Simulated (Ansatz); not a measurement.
La2O3:
```
CELL_PARAMETERS angstrom
      3.93521     0.00000     0.00000
     -1.96760     3.40799     0.00000
      0.00000     0.00000     6.12641
ATOMIC_POSITIONS crystal
  La 0.33333 0.66667 0.24613
  La 0.66667 0.33333 0.75387
  O  0.00000 0.00000 0.00000
  O  0.33333 0.66667 0.64612
  O  0.66667 0.33333 0.35388
```

Tensor components refer to the Cartesian frame of this cell.

Give the high-frequency dielectric tensor and the Born effective charge tensors of the independent atoms from DFPT, r²SCAN in the plane-wave PAW code Ansatz.


ε∞:
```
4.49  0.00  0.00
0.00  4.49  0.00
0.00  0.00  4.37
```
Z* of atom 1 (La), rows: field, columns: displacement, in e:
```
4.21  0.00  0.00
0.00  4.21  0.00
0.00  0.00  3.81
```
Z* of atom 3 (O), rows: field, columns: displacement, in e:
```
-2.69   0.00   0.00
 0.00  -2.69   0.00
 0.00   0.00  -2.57
```
Z* of atom 4 (O), rows: field, columns: displacement, in e:
```
-2.86   0.00   0.00
 0.00  -2.86   0.00
 0.00   0.00  -2.53
```

Static charges for comparison (Bader): La1 +2.09, O3 -1.44, O4 -1.37 e. Born charges measure polarisation by displacement and can exceed these by far.

Space group P-3m1 (La2O3 or Ni2Al3 type). The cell was relaxed with r²SCAN under the symmetry of its start. Spin–orbit coupling is left out wherever it is not named.

Potentials: the later of the program's two PAW sets.
